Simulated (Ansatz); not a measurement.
Ansatz (a first-principles code) input:

Ansatz 0.2 input:
```yaml
crystal:
  lattice:
    - [0.0, 3.0408957124, 3.0408957124]
    - [3.0408957124, 0.0, 3.0408957124]
    - [3.0408957124, 3.0408957124, 0.0]
  atoms:
    - { symbol: Se, position: [0.75, 0.75, 0.75] }
    - { symbol: Cd, position: [0.0, 0.0, 0.0] }
kpoints:
  mp_grid: { grid: [8, 8, 8] }
hamiltonian:
  xc: pbesol
  pseudopotentials: { kind: paw }
scf:
  occupations: { method: fixed }
elastic: { mode: relaxed_ion, stencil: two_point, amplitude: 0.005, f_tol: 0.0005 }
output: { polarization: {} }
```

Output (shortened):

```
Pseudopotential: Se, paw, valence charge 16
Pseudopotential: Cd, paw, valence charge 20
Functional definition: PBEsol
Crystal: 2 atoms, lattice volume = 56.239 Å³
Basis set: ecut = 420 eV, 1067 PW (Γ), exchange–correlation on 60×60×60 points (8 copies of the dense FFT grid, shifted against one another)
Bands: 22, of which v1, the nominal top of the filled ones, is band 18 counted from 1 (17 counted from 0)
Symmetry: 24 space group operations
Space group: F-43m (ITA 216), of the structure as read, at distance tolerance 3.8e-5 Å
k-points: 29 of 512 (time reversal used)
SCF 1 converged in 10 iterations: F = -13609.409149 eV  dr2 = 1.74e-15
Crystal: 2 atoms, lattice volume = 55.957 Å³
Symmetry: 8 space group operations
k-points: 59 of 512 (time reversal used)
SCF 2 converged in 10 iterations: F = -13609.408876 eV  dr2 = 2.76e-15
Crystal: 2 atoms, lattice volume = 56.520 Å³
Basis set: ecut = 420 eV, 1075 PW (Γ), exchange–correlation on 60×60×60 points (8 copies of the dense FFT grid, shifted against one another)
SCF 3 converged in 9 iterations: F = -13609.408869 eV  dr2 = 9.69e-14
Crystal: 2 atoms, lattice volume = 56.238 Å³
Symmetry: 4 space group operations
k-points: 95 of 512 (time reversal used)
SCF 4 converged in 11 iterations: F = -13609.408957 eV  dr2 = 3.15e-15
relax step   1: F+E_penalty+E_count = -13609.40895659 eV  Δ(F+E_penalty+E_count) = +0.000e0 eV  max|allowed force component| = 3.055e-2 eV/Å  Δτ_max = 0.0000 Å  (11 SCF iters, accepted)
Crystal: 2 atoms, lattice volume = 56.238 Å³
SCF 5 converged in 8 iterations: F = -13609.409055 eV  dr2 = 8.21e-14
relax step   2: F+E_penalty+E_count = -13609.40905487 eV  Δ(F+E_penalty+E_count) = -9.828e-5 eV  max|allowed force component| = 1.480e-3 eV/Å  Δτ_max = 0.0031 Å  (8 SCF iters, accepted)
Crystal: 2 atoms, lattice volume = 56.238 Å³
SCF 6 converged in 7 iterations: F = -13609.409055 eV  dr2 = 5.19e-15
relax step   3: F+E_penalty+E_count = -13609.40905510 eV  Δ(F+E_penalty+E_count) = -2.310e-7 eV  max|allowed force component| = 1.263e-8 eV/Å  Δτ_max = 0.0002 Å  (7 SCF iters, accepted)
Crystal: 2 atoms, lattice volume = 56.238 Å³
SCF 7 converged in 5 iterations: F = -13609.409055 eV  dr2 = 4.51e-14
Crystal: 2 atoms, lattice volume = 56.238 Å³
SCF 8 converged in 11 iterations: F = -13609.408957 eV  dr2 = 3.21e-15
relax step   1: F+E_penalty+E_count = -13609.40895659 eV  Δ(F+E_penalty+E_count) = +0.000e0 eV  max|allowed force component| = 3.055e-2 eV/Å  Δτ_max = 0.0000 Å  (11 SCF iters, accepted)
Crystal: 2 atoms, lattice volume = 56.238 Å³
SCF 9 converged in 8 iterations: F = -13609.409055 eV  dr2 = 8.21e-14
relax step   2: F+E_penalty+E_count = -13609.40905487 eV  Δ(F+E_penalty+E_count) = -9.828e-5 eV  max|allowed force component| = 1.480e-3 eV/Å  Δτ_max = 0.0031 Å  (8 SCF iters, accepted)
Crystal: 2 atoms, lattice volume = 56.238 Å³
SCF 10 converged in 7 iterations: F = -13609.409055 eV  dr2 = 4.39e-15
relax step   3: F+E_penalty+E_count = -13609.40905510 eV  Δ(F+E_penalty+E_count) = -2.310e-7 eV  max|allowed force component| = 1.247e-8 eV/Å  Δτ_max = 0.0002 Å  (7 SCF iters, accepted)
Crystal: 2 atoms, lattice volume = 56.238 Å³
SCF 11 converged in 5 iterations: F = -13609.409055 eV  dr2 = 4.64e-14
SCF converged after 10 iterations
Free energy (F): -13609.409149 eV
Harris-Foulkes:  -13609.409149 eV  (|F-HF|=1.82e-12)
Internal energy: -13609.409149 eV  (E = F + TS)
E sigma→0 (E₀):  -13609.409149 eV
Fermi energy:    7.347716 eV
--- Per-component energies (eV) ---
  E_band       = -894.645959
  E_kinetic    = 623.531503
  E_local      = -6378.021194  (includes V_loc(G=0)·N_el)
  E_nonlocal   = -556.064213
  E_hartree    = 3028.324605
  E_xc         = -278.539084
  E_vxc        = -318.809852  (∫ρ·V_xc dr)
  E_paw        = -5881.824392  (= ΣΔE_a)
  E_vpaw       = -321.930820  (= ΣTr[D̂ρ^β])
  E_aug_tail   = -0.000594  (compensation charges beyond the density's cutoff)
  E_ewald      = -4168.166188
  E_core_change = 1.350410  (= ΣΔE_core)
  E_smearing   =  0.000000  (= −TS)
  E_closure    =  0.000000  (closes the sum)
  Σ components = -13609.409149   (vs F -13609.409149, Δ=0.00e0)
--- Forces (eV/Å), atoms counted from 1 ---
  atom   1  Se     0.00000000     0.00000000     0.00000000
  atom   2  Cd     0.00000000     0.00000000     0.00000000
  max |Σ_I F_I| component: 7.40e-17 eV/Å
--- Stress (GPa, compression-positive) ---
       -0.002264       0.000000       0.000000
        0.000000      -0.002264       0.000000
        0.000000       0.000000      -0.002264
  P = ⅓ Tr σ = -0.0023 GPa (-0.023 kbar)
--- Band table (eV; the first three rows and the last of 29) ---
  k-point 0: bands = ["-94.1562", "-55.2555", "-55.2555", "-55.2555", "-39.3794", "-39.3794", "-39.3794", "-39.3759", "-39.3759", "-5.2767", "-0.5611", "-0.5611", "-0.5611", "-0.1794", "-0.1794", "7.3477", "7.3477", "7.3477", "7.8287", "13.2155", "13.2155", "13.2155"]
  k-point 1: bands = ["-94.1562", "-55.2556", "-55.2555", "-55.2555", "-39.3794", "-39.3794", "-39.3794", "-39.3759", "-39.3759", "-5.2219", "-0.5436", "-0.5436", "-0.5140", "-0.1804", "-0.1804", "6.1000", "7.2206", "7.2206", "8.8617", "12.9853", "13.4198", "13.4198"]
  k-point 2: bands = ["-94.1562", "-55.2557", "-55.2555", "-55.2555", "-39.3794", "-39.3794", "-39.3794", "-39.3759", "-39.3759", "-5.0879", "-0.5055", "-0.5055", "-0.3519", "-0.1775", "-0.1775", "4.6411", "6.9406", "6.9406", "9.5496", "13.1975", "13.7371", "13.7371"]
  k-point 28: bands = ["-94.1562", "-55.2558", "-55.2557", "-55.2557", "-39.3795", "-39.3794", "-39.3793", "-39.3759", "-39.3758", "-4.7762", "-0.3739", "-0.3654", "-0.2149", "-0.1760", "0.3051", "3.3193", "5.0868", "5.1012", "12.3388", "12.4510", "13.7174", "14.8131"]
--- Elastic constants: 2 strain directions × 2 members + reference (group order 24) ---
  dense FFT box of the reference and of every strained cell: 30×30×30
  strains applied: 11, 23; error gains: componentwise 1.00 (the most a stress slope's error grows in a printed constant), spectral 1.73 (1 for all six strains …
  C = ∂σ_k/∂η_j (tension-positive GPa; Voigt order 11 22 33 23 13 12):
        63.833     46.206     46.206      0.000      0.000      0.000
        46.206     63.833     46.206      0.000      0.000      0.000
        46.206     46.206     63.833      0.000      0.000      0.000
         0.000      0.000      0.000     22.539      0.000      0.000
         0.000      0.000      0.000      0.000     22.539      0.000
         0.000      0.000      0.000      0.000      0.000     22.539
  reference stress σ⁰ (GPa):      0.002      0.002      0.002      0.000      0.000      0.000
  moduli (Voigt/Reuss/Hill, GPa): K = 52.08/52.08/52.08   G = 17.05/13.89/15.47   E = 42.22   ν = 0.365
  mechanically stable: yes (min eigenvalue of sym C = 17.63 GPa)
  e, the proper piezoelectric tensor (elastic.mode: relaxed_ion; C/m²; rows x y z; Voigt order 11 22 33 23 13 12):
       0.00000    0.00000    0.00000   -0.12802    0.00000    0.00000
       0.00000    0.00000    0.00000    0.00000   -0.12802    0.00000
       0.00000    0.00000    0.00000    0.00000    0.00000   -0.12802
  ±, each entry's uncertainty from the finite density of the strings (C/m²), an estimate: the size of the correction for it that the entry includes:
       0.00000    0.00000    0.00000    0.00569    0.00000    0.00000
       0.00000    0.00000    0.00000    0.00000    0.00569    0.00000
       0.00000    0.00000    0.00000    0.00000    0.00000    0.00569
  strain η (Voigt 11):  stress-route row diagonal C_11 = 63.83 GPa, energy-path curvature d²(F+E_count+ΔE)/dδ²/Ω₀ = 63.82 GPa
         δ    σ_11 (GPa)             F (eV)   n_scf  n_hpsi   n_pw
    -5.000e-3      -0.3186      -13609.4088757      10   29007   1107   relax 0 steps, max|allowed force component| 4.16e-17 eV/Å
     5.000e-3       0.3198      -13609.4088687       9   28376   1124   relax 0 steps, max|allowed force component| 4.16e-17 eV/Å
  strain η (Voigt 23):  stress-route row diagonal C_44 = 22.54 GPa, energy-path curvature d²(F+E_count+ΔE)/dδ²/Ω₀ = 22.56 GPa
         δ    σ_23 (GPa)             F (eV)   n_scf  n_hpsi   n_pw
    -5.000e-3      -0.1127      -13609.4090551       5   24281   1115   relax 3 steps, max|allowed force component| 1.26e-8 eV/Å
     5.000e-3       0.1127      -13609.4090551       5   24310   1115   relax 3 steps, max|allowed force component| 1.25e-8 eV/Å
--- Formal polarisation (Berry phase): one branch of a lattice of values; only differences between neighbouring runs are physical ---
  axis  mesh            electronic          ionic      p = total  spread (rad)  least overlap  resolved gap  δp at fixed H ≤   (phases in cycles; p mod 2 …
  b1    8×8×8           0.50000000    12.00000000    12.50000000      0.252543         0.7978        0.4810           1.1e-5
  b2    8×8×8           0.50000000    12.00000000    12.50000000      0.252543         0.7978        0.4810           1.1e-5
  b3    8×8×8           0.50000000    12.00000000    12.50000000      0.252543         0.7978        0.4810           1.1e-5
  quantum along a1:   0.15293678 e/Å² =   245.031737 µC/cm²
  quantum along a2:   0.15293678 e/Å² =   245.031737 µC/cm²
  quantum along a3:   0.15293678 e/Å² =   245.031737 µC/cm²
  P = (  1.35178294,   1.35178294,   1.35178294) e/Å² = ( 2165.795037,  2165.795037,  2165.795037) µC/cm²  (mod the quanta)
```

Cost: about 100 core-seconds (a rough figure) on shared cores.

The PBEsol relaxation kept the symmetry of its start. Scalar-relativistic: spin–orbit coupling is off unless named, which matters more the heavier the elements.

Potentials: the later of the program's two PAW sets.

Ansatz is a plane-wave DFT program.
